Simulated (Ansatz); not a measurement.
## What one resistivity implies

Surface loss at microwave frequencies, Drude damping in the near infrared and electronic heat conduction all follow from the resistivity and the plasma energy of a metal.

The yardstick is fcc Ag. Frequency 10 GHz, photon energy 1.2 eV, T = 300 K, Lorenz number 2.44×10⁻⁸ WΩ/K². All rows are cubic metals, run without spin polarisation.

Computed with Ansatz, a plane-wave PAW program. resistivity, plasma energy, N(E_F): PBEsol, Boltzmann equation with harmonic phonons, 300 K, mean over directions.

Definitions used: R_s = √(πfμ₀ρ) = 6.283 mΩ × √(f ρ); ħγ = ħε₀ω_p²ρ = 0.1345 meV × (ħω_p)² ρ; quality = ω/γ; κ_e = L₀T/ρ = 732/ρ.

| crystal | ρ (μΩ·cm) | ħω_p (eV) | N(E_F) (states/eV/atom) | surface resistance (mΩ) | damping ħγ (meV) | Drude quality | electronic κ (W/(m·K)) |
|---|---|---|---|---|---|---|---|
| PdCu (CsCl type) | 4.6 | 6.0 | 0.85 | 43 | 22.3 | 54 | 160 |
| fcc Ag, reference | 1.6 | 9.2 | 0.26 | 25 | 18.2 | 66 | 460 |
| ScAg (CsCl type) | 21 | 5.1 | 0.72 | 91 | 73.5 | 16 | 35 |
| ScGa3 (Cu3Au type) | 12 | 7.1 | 0.48 | 69 | 81.4 | 15 | 61 |
| ScHg (CsCl type) | 37 | 4.4 | 1.14 | 120 | 96.3 | 12 | 20 |
| ScZn (CsCl type) | 26 | 4.4 | 0.99 | 100 | 67.7 | 18 | 28 |
| TaTc (CsCl type) | 3.7 | 5.6 | 0.24 | 38 | 15.6 | 77 | 200 |
| Sc3InN (anti-perovskite) | 19 | 3.0 | 0.46 | 87 | 23.0 | 52 | 39 |

Whether these are the forms stable at ambient conditions was not checked: PdCu (CsCl type); ScAg (CsCl type); ScGa3 (Cu3Au type); ScHg (CsCl type); ScZn (CsCl type); TaTc (CsCl type); Sc3InN (anti-perovskite). Spin–orbit coupling is left out unless named.

For ScAg (CsCl type), step by step:

1. R_s = 6.283 × √(10 × 21) = 91 mΩ
2. ħγ = 0.1345 × 5.1² × 21 = 73.5 meV
3. Drude quality: 1200/73.5 = 16
4. κ_e = 732/21 = 35 W/(m·K)

Arithmetic for fcc Ag:

- R_s = 6.283 × √(10 × 1.6) = 25 mΩ
- ħγ = 0.1345 × 9.2² × 1.6 = 18.2 meV
- Drude quality: 1200/18.2 = 66
- κ_e = 732/1.6 = 460 W/(m·K)

By Drude quality (highest first): TaTc (CsCl type) (77 ± 14) ≈ fcc Ag (66 ± 12) ≈ PdCu (CsCl type) (54 ± 10) ≈ Sc3InN (anti-perovskite) (52 ± 9.8), ScZn (CsCl type) (18 ± 3.3) ≈ ScAg (CsCl type) (16 ± 3.0) ≈ ScGa3 (Cu3Au type) (15 ± 2.8) ≈ ScHg (CsCl type) (12 ± 2.3). The ± follows from allowances picked for this note (resistivity 12 %, plasma energy 4 %, 12 % for the model), carried to first order and added in quadrature; ≈ joins neighbours closer than their two ± added in quadrature. On this figure 0 of 7 candidates do clearly better than the reference.

Resistivity rises with N(E_F) in these rows (rank correlation 0.81 over 8 rows). The usual reason: a high density of slow d states gives more final states to scatter into without carrying much current.

Only phonon scattering is included, so films lose more. Interband absorption, often the larger optical loss, is outside the Drude quality. Resistivities move by up to 12 % from half the mesh. The rows are a sample of cubic metals; oxides, V to Ni (no spin in these runs) and Tl, Pb, Bi were not drawn. Limits of the draw: cubic metals without O, V to Ni, Tl, Pb or Bi. As a rule kept out of such tables: 4f compounds, open-shell compounds run without a Hubbard term, cells found unstable in the tests at hand, cells close to a higher symmetry, and runs set to a pressure or over 12 % in volume from the crystal's fullest run.
